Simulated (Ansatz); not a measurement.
Input and output for Mg (sc type): DFT, LDA, norm-conserving pseudopotentials, Ansatz's default files, scalar-relativistic (Ansatz 0.2.0). This run: the series' base cell.

The cell comes from a relaxation on PAW files under the same functional, begun from a prototype that needn't be the stable phase.

Command: `ansatz run input.yaml --threads 1 --pin off --max-ram 2048MiB --backend cpu --events-out ev --progress --plain --runs-dir out` It took 5.9 s on 1 thread of Arm Neoverse V1 (shared host), peak memory 0.32 GiB.

```yaml
crystal:
  lattice:
    - [2.9590815737, 0.0, 0.0]
    - [0.0, 2.9590815737, 0.0]
    - [0.0, 0.0, 2.9590815737]
  atoms:
    - { symbol: Mg, position: [0.0, 0.0, 0.0] }
kpoints:
  mp_grid: { grid: [15, 15, 15] }
scf:
  occupations: { method: fermi_dirac, width: 0.05 }
hamiltonian:
  xc: lda
  pseudopotentials: { kind: nc }
output:
  forces: true
  stress: true
  eigenvalues: true
```

Output:

```
Engine: ansatz 0.2.0
Pseudopotentials: kind: nc
Pseudopotential: Mg, nc, valence charge 10, recommended cutoff 1142.878222 eV (normal), Mg.nc.azcp (PseudoDojo's, or run here from an input of PseudoDojo's: the run reads no file of this project's for it)
Functional definition: SPW92
  exchange = slater_x
  correlation = pw_c
Crystal: 1 atoms, lattice volume = 25.910 Å³
Basis set: ecut = 1142.878222 eV, 2301 PW (Γ)
Bands: 9, of which v1, the nominal top of the filled ones, is band 5 counted from 1 (4 counted from 0)
Symmetry: 48 space group operations
Space group: Pm-3m (ITA 221), of the structure as read, at distance tolerance 3.0e-5 Å
k-points: 120 of 3375
Non-local potential: Mg, projectors of the file, l = 0: 2, l = 1: 2
Initial density: superposition of atomic densities (chi_scale 0.1, normalization cell)
Initial wavefunctions: pseudopotential atomic-orbital guess
Functional: x = slater, c = lda
SCF iter   1: F=—  HF=-1612.706110 eV  |F-HF|=—  |Δ(HF+E_count)|=         —  Δρ=1.07e-2  dr2=4.15e-2  ethr=3.10e-3  ⟨swp⟩=5.2  Hψ=8757  notcnv=0
preconditioner: auto → none  [insulator: Δε(μ)=0.129 eV  Ē_g=9.261 eV  σ=0.050 eV  W_gap=0.53  n_scr=6 (ndim 8)  ℏωp=10.3 eV  f_vac=0.000  D(μ)=0.46/eV (n_scr^D=0)  ε∞_Penn≈2.2]
SCF iter   2: F=—  HF=-1612.695080 eV  |F-HF|=—  |Δ(HF+E_count)|=   1.10e-2  Δρ=5.08e-3  dr2=7.60e-3  ethr=4.15e-4  ⟨swp⟩=2.0  Hψ=2462  notcnv=0  defer=4
SCF iter   3: F=—  HF=-1612.693159 eV  |F-HF|=—  |Δ(HF+E_count)|=   1.92e-3  Δρ=4.56e-4  dr2=2.10e-5  ethr=7.60e-5  ⟨swp⟩=2.0  Hψ=1444  notcnv=0  defer=7
SCF iter   4: F=—  HF=-1612.693184 eV  |F-HF|=—  |Δ(HF+E_count)|=   2.55e-5  Δρ=1.04e-4  dr2=1.10e-6  ethr=2.10e-7  ⟨swp⟩=2.7  Hψ=1608  notcnv=0  defer=7
SCF iter   5: F=-1612.693184 eV  HF=-1612.693184 eV  |F-HF|=5.42e-8  |Δ(HF+E_count)|=   1.54e-7  Δρ=2.90e-5  dr2=6.44e-8  ethr=1.00e-9  ⟨swp⟩=7.3  Hψ=6014  notcnv=0
SCF 1 converged in 5 iterations: F = -1612.693184 eV  dr2 = 6.44e-8
SCF converged after 5 iterations
Free energy (F): -1612.693184 eV
Harris-Foulkes:  -1612.693184 eV  (|F-HF|=5.42e-8)
Internal energy: -1612.689268 eV  (E = F + TS)
E sigma→0 (E₀):  -1612.691226 eV
Entropy (-TS):   -0.003916 eV (-3.916 meV/atom)
Fermi energy:    4.417365 eV
--- Per-component energies (eV) ---
  E_band       = -369.483732
  E_kinetic    = 918.204092
  E_local      = -1757.249716  (includes V_loc(G=0)·N_el)
  E_nonlocal   = -493.294295
  E_hartree    = 618.488142
  E_xc         = -208.486841
  E_vxc        = -274.130875  (∫ρ·V_xc dr)
  E_ewald      = -690.350651
  E_smearing   = -0.003916  (= −TS)
  E_closure    = -0.000000  (closes the sum)
  Σ components = -1612.693184   (vs F -1612.693184, Δ=0.00e0)
--- Forces (eV/Å), atoms counted from 1 ---
  atom   1  Mg     0.00000000    -0.00000000     0.00000000
  max |Σ_I F_I| component: 3.60e-33 eV/Å
--- Stress (GPa, compression-positive) ---
        0.073170       0.000000       0.000000
        0.000000       0.073170       0.000000
        0.000000       0.000000       0.073170
  P = ⅓ Tr σ = 0.0732 GPa (0.732 kbar)
--- Band table (eV; the first three rows and the last of 120) ---
  k-point 0: bands = ["-71.0870", "-38.5033", "-38.5033", "-38.5033", "-1.9748", "12.8190", "12.8190", "14.2493", "14.2493"]
  k-point 1: bands = ["-71.0869", "-38.5050", "-38.5031", "-38.5031", "-1.8985", "11.6982", "12.8858", "14.3128", "14.3128"]
  k-point 2: bands = ["-71.0865", "-38.5098", "-38.5028", "-38.5028", "-1.6699", "10.0541", "13.0847", "14.5034", "14.5034"]
  k-point 119: bands = ["-71.0782", "-38.5340", "-38.5340", "-38.5340", "8.3776", "8.9653", "8.9653", "10.5740", "10.5740"]
```

Next run (volume at 0.7 of the series' base cell), as changes to the input before:

```diff
   lattice:
-    - [2.9590815737, 0.0, 0.0]
-    - [0.0, 2.9590815737, 0.0]
-    - [0.0, 0.0, 2.9590815737]
+    - [2.6273803708, 0.0, 0.0]
+    - [0.0, 2.6273803708, 0.0]
+    - [0.0, 0.0, 2.6273803708]
   atoms:
```

Results part of the output:

```
SCF 1 converged in 6 iterations: F = -1612.363094 eV  dr2 = 2.46e-10
SCF converged after 6 iterations
Free energy (F): -1612.363094 eV
Harris-Foulkes:  -1612.363094 eV  (|F-HF|=1.73e-10)
Internal energy: -1612.360022 eV  (E = F + TS)
E sigma→0 (E₀):  -1612.361558 eV
Entropy (-TS):   -0.003072 eV (-3.072 meV/atom)
Fermi energy:    7.548994 eV
--- Per-component energies (eV) ---
  E_band       = -338.252531
  E_kinetic    = 923.243865
  E_local      = -1616.393256  (includes V_loc(G=0)·N_el)
  E_nonlocal   = -494.265609
  E_hartree    = 562.786933
  E_xc         = -210.225998
  E_vxc        = -276.411956  (∫ρ·V_xc dr)
  E_ewald      = -777.505958
  E_smearing   = -0.003072  (= −TS)
  E_closure    = -0.000000  (closes the sum)
  Σ components = -1612.363094   (vs F -1612.363094, Δ=0.00e0)
--- Forces (eV/Å), atoms counted from 1 ---
  atom   1  Mg    -0.00000000     0.00000000    -0.00000000
  max |Σ_I F_I| component: 8.22e-33 eV/Å
--- Stress (GPa, compression-positive) ---
       18.018347      -0.000000       0.000000
       -0.000000      18.018347       0.000000
        0.000000       0.000000      18.018347
  P = ⅓ Tr σ = 18.0183 GPa (180.183 kbar)
--- Band table (eV; the first three rows and the last of 120) ---
  k-point 0: bands = ["-67.8067", "-35.2021", "-35.2021", "-35.2021", "-0.4489", "17.2390", "17.2390", "20.2418", "20.2418"]
  k-point 1: bands = ["-67.8060", "-35.2080", "-35.2016", "-35.2016", "-0.3512", "16.2114", "17.3248", "20.3142", "20.3142"]
  k-point 2: bands = ["-67.8042", "-35.2248", "-35.2002", "-35.2002", "-0.0591", "14.3717", "17.5800", "20.5313", "20.5313"]
  k-point 119: bands = ["-67.7639", "-35.3039", "-35.3037", "-35.3037", "12.5192", "13.3957", "13.3957", "14.6592", "14.6592"]
```

Next run (volume at 0.6 of the series' base cell), as changes to the input before:

```diff
   lattice:
-    - [2.6273803708, 0.0, 0.0]
-    - [0.0, 2.6273803708, 0.0]
-    - [0.0, 0.0, 2.6273803708]
+    - [2.4957860586, 0.0, 0.0]
+    - [0.0, 2.4957860586, 0.0]
+    - [0.0, 0.0, 2.4957860586]
   atoms:
```

Command: `ansatz run input.yaml --threads 1 --pin off --max-ram 2048MiB --backend cpu --events-out ev --progress --plain --runs-dir out` It took 4.1 s on 1 thread of Arm Neoverse V1, on a shared host, peak memory 0.27 GiB.

Results part of the output:

```
SCF 1 converged in 6 iterations: F = -1611.952677 eV  dr2 = 4.04e-9
SCF converged after 6 iterations
Free energy (F): -1611.952677 eV
Harris-Foulkes:  -1611.952678 eV  (|F-HF|=3.38e-9)
Internal energy: -1611.949382 eV  (E = F + TS)
E sigma→0 (E₀):  -1611.951030 eV
Entropy (-TS):   -0.003296 eV (-3.296 meV/atom)
Fermi energy:    9.263319 eV
--- Per-component energies (eV) ---
  E_band       = -322.256195
  E_kinetic    = 926.161317
  E_local      = -1551.339291  (includes V_loc(G=0)·N_el)
  E_nonlocal   = -494.800728
  E_hartree    = 537.657503
  E_xc         = -211.126980
  E_vxc        = -277.594944  (∫ρ·V_xc dr)
  E_ewald      = -818.501203
  E_smearing   = -0.003296  (= −TS)
  E_closure    = 0.000000  (closes the sum)
  Σ components = -1611.952677   (vs F -1611.952677, Δ=0.00e0)
--- Forces (eV/Å), atoms counted from 1 ---
  atom   1  Mg     0.00000000    -0.00000000     0.00000000
  max |Σ_I F_I| component: 3.08e-33 eV/Å
--- Stress (GPa, compression-positive) ---
       34.345307       0.000000       0.000000
       -0.000000      34.345307       0.000000
        0.000000       0.000000      34.345307
  P = ⅓ Tr σ = 34.3453 GPa (343.453 kbar)
--- Band table (eV; the first three rows and the last of 120) ---
  k-point 0: bands = ["-66.1609", "-33.5254", "-33.5254", "-33.5254", "0.4654", "19.5390", "19.5390", "23.4095", "23.4095"]
  k-point 1: bands = ["-66.1597", "-33.5352", "-33.5246", "-33.5246", "0.5741", "18.5472", "19.6345", "23.4838", "23.4838"]
  k-point 2: bands = ["-66.1563", "-33.5628", "-33.5222", "-33.5222", "0.8987", "16.6423", "19.9186", "23.7063", "23.7063"]
  k-point 119: bands = ["-66.0811", "-33.6886", "-33.6882", "-33.6882", "14.5919", "15.5411", "15.5411", "17.0970", "17.0970"]
```

Next run (volume at 0.4 of the series' base cell), as changes to the input before:

```diff
   lattice:
-    - [2.4957860586, 0.0, 0.0]
-    - [0.0, 2.4957860586, 0.0]
-    - [0.0, 0.0, 2.4957860586]
+    - [2.1802699449, 0.0, 0.0]
+    - [0.0, 2.1802699449, 0.0]
+    - [0.0, 0.0, 2.1802699449]
   atoms:
```

Results part of the output:

```
SCF 1 converged in 5 iterations: F = -1609.692974 eV  dr2 = 2.30e-8
SCF converged after 5 iterations
Free energy (F): -1609.692974 eV
Harris-Foulkes:  -1609.692974 eV  (|F-HF|=1.72e-8)
Internal energy: -1609.690714 eV  (E = F + TS)
E sigma→0 (E₀):  -1609.691844 eV
Entropy (-TS):   -0.002260 eV (-2.260 meV/atom)
Fermi energy:    15.192405 eV
--- Per-component energies (eV) ---
  E_band       = -271.813554
  E_kinetic    = 936.706135
  E_local      = -1366.891968  (includes V_loc(G=0)·N_el)
  E_nonlocal   = -496.845576
  E_hartree    = 468.294741
  E_xc         = -214.004061
  E_vxc        = -281.376831  (∫ρ·V_xc dr)
  E_ewald      = -936.949984
  E_smearing   = -0.002260  (= −TS)
  E_closure    = 0.000000  (closes the sum)
  Σ components = -1609.692974   (vs F -1609.692974, Δ=0.00e0)
--- Forces (eV/Å), atoms counted from 1 ---
  atom   1  Mg    -0.00000000     0.00000000    -0.00000000
  max |Σ_I F_I| component: 3.70e-32 eV/Å
--- Stress (GPa, compression-positive) ---
      127.283765       0.000000       0.000000
       -0.000000     127.283765       0.000000
        0.000000       0.000000     127.283765
  P = ⅓ Tr σ = 127.2838 GPa (1272.838 kbar)
--- Band table (eV; the first three rows and the last of 120) ---
  k-point 0: bands = ["-61.1696", "-28.2820", "-28.2820", "-28.2820", "3.9665", "26.9700", "26.9700", "33.8474", "33.8474"]
  k-point 1: bands = ["-61.1642", "-28.3144", "-28.2792", "-28.2792", "4.1109", "26.0761", "27.0962", "33.9163", "33.9163"]
  k-point 2: bands = ["-61.1488", "-28.4059", "-28.2713", "-28.2713", "4.5405", "24.0786", "27.4720", "34.1206", "34.1206"]
  k-point 119: bands = ["-60.8158", "-28.7779", "-28.7761", "-28.7761", "20.9841", "21.9691", "21.9691", "26.0102", "26.1016"]
```

The norm-conserving files are those that the library serves for this functional. The structure type is held throughout; the real material can change phase at far lower pressure.
